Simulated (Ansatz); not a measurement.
All numbers below come from Ansatz, DFT, LDA (PW92), plane waves (420 eV) with PAW, scalar-relativistic. The PAW files were generated under PBE, with cores re-solved for the functional.

An element in the diamond structure gives this curve. The cell is scaled uniformly from the relaxed one, with fractional coordinates and shape fixed. Energies are extrapolated to zero smearing, pressures are those at the given smearing. Magnetic state: spin not included.

```json
{"V (Å³/atom)": "14.607", "E − E₀ (meV/atom)": "68.9", "P (GPa)": "12.96"}
{"V (Å³/atom)": "15.271", "E − E₀ (meV/atom)": "27.3", "P (GPa)": "7.80"}
{"V (Å³/atom)": "15.935", "E − E₀ (meV/atom)": "5.4", "P (GPa)": "3.52"}
{"V (Å³/atom)": "16.599", "E − E₀ (meV/atom)": "0.1", "P (GPa)": "-0.03"}
{"V (Å³/atom)": "17.263", "E − E₀ (meV/atom)": "8.5", "P (GPa)": "-2.98"}
{"V (Å³/atom)": "17.927", "E − E₀ (meV/atom)": "28.3", "P (GPa)": "-5.41"}
{"V (Å³/atom)": "18.591", "E − E₀ (meV/atom)": "57.6", "P (GPa)": "-7.42"}
```

Task: Which element is it?
A. vanadium
B. iron
C. beryllium
D. cobalt

Result: A. Its fit is V₀ = 16.51 Å³/atom, B₀ = 84 GPa, B₀′ = 3.6.
